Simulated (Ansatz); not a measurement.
Pressure against volume: HfH$_{2}$

```cif
data_structure
_symmetry_space_group_name_H-M 'I4/mmm'
_symmetry_Int_Tables_number 139
_cell_length_a 3.4780
_cell_length_b 3.4780
_cell_length_c 4.3610
_cell_angle_alpha 90.000
_cell_angle_beta 90.000
_cell_angle_gamma 90.000
_cell_volume 52.75
loop_
_atom_site_label
_atom_site_type_symbol
_atom_site_symmetry_multiplicity
_atom_site_Wyckoff_symbol
_atom_site_fract_x
_atom_site_fract_y
_atom_site_fract_z
_atom_site_occupancy
Hf1 Hf 2 a 0.00000 0.00000 0.00000 1
H1 H 4 d 0.00000 0.50000 0.25000 1
```

The runs use the primitive cell with vectors (-1.739, 1.739, 2.180), (1.739, -1.739, 2.180), (1.739, 1.739, -2.180) Å, to which the k mesh refers.

The cell comes from COD entry 2310961, which wasn't checked; take it as a given geometry.

Spin–orbit coupling is left out, though it moves levels of the heavy atoms by tenths of an eV or more.

All numbers are computed: DFT, LDA, all-electron LAPW, scalar-relativistic (Ansatz 0.2.0); DFT, LDA, PAW with Ansatz's default frozen-core files, scalar-relativistic (Ansatz 0.2.0).

For LAPW: a Γ-centred 12×12×12 k mesh, Fermi–Dirac smearing of 0.03 eV, basis error target 0.5 meV/atom, no spin polarisation. PAW takes a cutoff of 420 eV at this cell (files made with PBE, cores remade for this functional). The Ansatz runs share mesh, smearing and spin set-up. Plane-wave (PAW) pressures include the program's estimate of the Pulay term.

The cell above is scaled evenly, with fractional coordinates and shape held.

```tsv
V/V(cell)	V (Å³/atom)	P, LAPW (GPa)	P, PAW (GPa)	free energy over the lowest listed, PAW (meV/atom)
0.9400	8.265	0.84	0.79	0.0
0.9600	8.440	-2.55	-2.59	1.0
0.9800	8.616	-5.61	-5.64	5.6
0.9900	8.704	-7.02	-7.05	9.0
1.0000	8.792	-8.36	-8.39	13.3
1.0100	8.880	-9.63	-9.66	18.2
1.0200	8.968	-10.84	-10.86	23.9
1.0400	9.144	-13.08	-13.10	37.0
1.0600	9.320	-15.10	-15.11	52.5
```

(1) What do Birch–Murnaghan fits to the pressures give?

Results:

(1) LAPW: V0 = 8.31 Å³/atom, B0 = 164 GPa, B0′ = 3.9; PAW: V0 = 8.30 Å³/atom, B0 = 164 GPa, B0′ = 3.9.
